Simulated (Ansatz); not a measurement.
# RuCl2 (CdI2-type structure)

Method: PBE, scalar-relativistic; no spin polarisation; PAW, 420 eV, Γ-centred 12×12×6 mesh, 0.05 eV Gaussian smearing; code Ansatz. The datasets are Ansatz's generated set soft_2.

```yaml
crystal:
  lattice:
    - [3.59915, 0.00000, 0.00000]
    - [-1.79957, 3.11695, 0.00000]
    - [0.00000, 0.00000, 6.34227]
  atoms:
    - { symbol: Ru, position: [0.00000, 0.00000, 0.00000] }
    - { symbol: Cl, position: [0.33333, 0.66667, 0.19273] }
    - { symbol: Cl, position: [0.66667, 0.33333, 0.80727] }
```

The cell came from substitution into a structure type; no database entry of this phase was matched, which doesn't show that none exists.

The cell above was scaled in volume, and shape and atoms were relaxed at each volume within its symmetry. Energies are counted from the cell above.

Cell and atoms are those of this level's equilibrium.

```
V (Å³/atom)  ΔE (meV/atom)  P (GPa)  gap on the mesh (eV)
      22.41            0.7     0.23                  1.05
      22.77            0.3     0.16                  1.06
      23.24              ?        ?                     ?
      23.72            0.0     0.00                  1.07
      24.19            0.1    -0.05                  1.08
      24.67            0.2    -0.06                  1.09
      25.38            0.5    -0.07                  1.11
      26.09            0.8    -0.07                  1.12
```

(1) Fill in the withheld row.

(2) Can a bulk modulus be trusted from these points?

Answers:

(1) ΔE (meV/atom): 0.1, P (GPa): 0.09, gap on the mesh (eV): 1.07.

(2) No. The energies are smooth (scatter 0.01 meV/atom), but the fit's B0′ of 18.2 is out of the usual range: the curve is too flat or too lopsided over this range, as for soft or weakly bound crystals, and a third-order form can't fix it.

Semilocal functionals underestimate band gaps, commonly by a third or more. The structure is built of weakly bound layers, and this functional has no dispersion term, so their spacing and all that hangs on it (volume, the soft elastic constants, low modes, dielectric constants) are poorly given.
